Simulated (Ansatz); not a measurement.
Ansatz (a program for electronic structure) input:

Ansatz 0.2 input:
```yaml
crystal:
  lattice:
    - [0.0, 2.7054960123, 2.7054960123]
    - [2.7054960123, 0.0, 2.7054960123]
    - [2.7054960123, 2.7054960123, 0.0]
  atoms:
    - { symbol: Li, position: [0.0, 0.0, 0.0] }
    - { symbol: Br, position: [0.5, 0.5, 0.5] }
kpoints:
  mp_grid: { grid: [9, 9, 9] }
hamiltonian:
  xc: pbesol
  pseudopotentials: { kind: paw }
scf:
  occupations: { method: fixed }
dielectric: {}
```

Output (shortened):

```
Pseudopotential: Li, paw, valence charge 3
Pseudopotential: Br, paw, valence charge 7
Functional definition: PBEsol
Crystal: 2 atoms, lattice volume = 39.607 Å³
Basis set: ecut = 420 eV, 749 PW (Γ), exchange–correlation on 54×54×54 points (8 copies of the dense FFT grid, shifted against one another)
Bands: 9, of which v1, the nominal top of the filled ones, is band 5 counted from 1 (4 counted from 0)
Symmetry: 48 space group operations
k-points: 75 of 729 (irreducible under 8 space group operations, time reversal used)
SCF iter   1: F=—  HF=-2942.588317 eV  |F-HF|=—  |Δ(HF+E_count)|=         —  Δρ=2.29e-3  dr2=2.69e-3  ethr=1.77e-3  ⟨swp⟩=5.5  Hψ=4195  notcnv=0  defer=134
preconditioner: auto → none
SCF iter   2: F=—  HF=-2942.587309 eV  |F-HF|=—  |Δ(HF+E_count)|=   1.01e-3  Δρ=8.98e-4  dr2=2.23e-4  ethr=2.69e-5  ⟨swp⟩=2.2  Hψ=1712  notcnv=0  defer=145
SCF iter   3: F=—  HF=-2942.587271 eV  |F-HF|=—  |Δ(HF+E_count)|=   3.80e-5  Δρ=2.11e-4  dr2=1.27e-5  ethr=2.23e-6  ⟨swp⟩=2.0  Hψ=1149  notcnv=0  defer=145
SCF iter   4: F=—  HF=-2942.587275 eV  |F-HF|=—  |Δ(HF+E_count)|=   4.27e-6  Δρ=3.39e-5  dr2=2.56e-7  ethr=1.27e-7  ⟨swp⟩=2.0  Hψ=1050  notcnv=0  defer=121
SCF iter   5: F=—  HF=-2942.587276 eV  |F-HF|=—  |Δ(HF+E_count)|=   1.27e-6  Δρ=1.50e-6  dr2=4.29e-10  ethr=2.56e-9  ⟨swp⟩=2.8  Hψ=1118  notcnv=0  defer=18
SCF iter   6: F=-2942.587276 eV  HF=-2942.587276 eV  |F-HF|=1.82e-12  |Δ(HF+E_count)|=  5.14e-10  Δρ=1.83e-7  dr2=1.11e-11  ethr=1.00e-12  ⟨swp⟩=5.1  Hψ=2825  notcnv=0
SCF 1 converged in 6 iterations: F = -2942.587276 eV  dr2 = 1.11e-11
NSCF: frozen V_eff on 5 k-points
DFPT response loops at Γ: preconditioner auto → none (the input reference at scf.mixing.eps_inf says where Resta's filter doesn't serve); β = 0.50 …
SCF converged after 6 iterations
Free energy (F): -2942.587276 eV
Harris-Foulkes:  -2942.587276 eV  (|F-HF|=1.82e-12)
Internal energy: -2942.587276 eV  (E = F + TS)
E sigma→0 (E₀):  -2942.587276 eV
Fermi energy:    2.402921 eV
--- Per-component energies (eV) ---
  E_band       = -98.114012
  E_kinetic    = 155.987369
  E_local      = -302.519326  (includes V_loc(G=0)·N_el)
  E_nonlocal   = 37.530950
  E_hartree    = 76.514920
  E_xc         = -273.033429
  E_vxc        = -118.760041  (∫ρ·V_xc dr)
  E_paw        = -2222.426787  (= ΣΔE_a)
  E_vpaw       = -23.382790  (= ΣTr[D̂ρ^β])
  E_aug_tail   = 0.000018  (compensation charges beyond the density's cutoff)
  E_ewald      = -414.733263
  E_core_change = 0.092270  (= ΣΔE_core)
  E_smearing   =  0.000000  (= −TS)
  E_closure    =  0.000000  (closes the sum)
  Σ components = -2942.587276   (vs F -2942.587276, Δ=0.00e0)
  [band-id]    e_kinetic+e_local+e_nonlocal+2·e_hartree+e_vxc+e_vpaw+e_augmentation_tail = -98.113979   (vs E_band -98.114012, Δ=3.23e-5)
--- Band table (eV; the first three rows and the last of 75) ---
  k-point 0: bands = ["-41.2314", "-11.2337", "2.4017", "2.4017", "2.4017", "7.3877", "12.8414", "12.8414", "12.8414"]
  k-point 1: bands = ["-41.2312", "-11.1767", "1.8775", "2.3637", "2.3637", "7.8422", "12.1869", "12.7870", "12.7870"]
  k-point 2: bands = ["-41.2308", "-11.0260", "0.8334", "2.2728", "2.2728", "8.3452", "11.8251", "11.8251", "12.0293"]
  k-point 74: bands = ["-41.2295", "-10.4942", "-0.1253", "0.2382", "1.2338", "10.3020", "10.8885", "11.4391", "12.6172"]
--- Dielectric response (ions clamped): 1 representative field direction + reference, on 75 of 729 k-points (Σ response iterations 6) ---
  ε∞ (high-frequency dielectric tensor):
        3.564914     0.000000     0.000000
        0.000000     3.564914     0.000000
        0.000000     0.000000     3.564914
  Born effective charges Z* (e; rows j = field, columns β = displacement):
    site 0:
         1.22179    0.00000    0.00000
         0.00000    1.22179    0.00000
         0.00000    0.00000    1.22179
    site 1:
        -1.22179    0.00000    0.00000
         0.00000   -1.22179    0.00000
         0.00000    0.00000   -1.22179
  Z* charge neutrality: 7.081e-5 e pre-enforcement
  k-mesh period / interband length: 34.4 Å / 1.57 Å = 21.96 at k = (0.0000, 0.0000, 0.4444), direct gap 5.805 eV — 14 or more, which is no proof of convergence
```

Cost: very roughly 9 core-seconds on shared cores.

Space group Fm-3m (rock salt). Symmetry was held in the PBEsol relaxation. Scalar-relativistic: spin–orbit coupling is off unless named, which matters more the heavier the elements.

Potentials: the later of the program's two PAW sets.

Ansatz is a plane-wave DFT program.
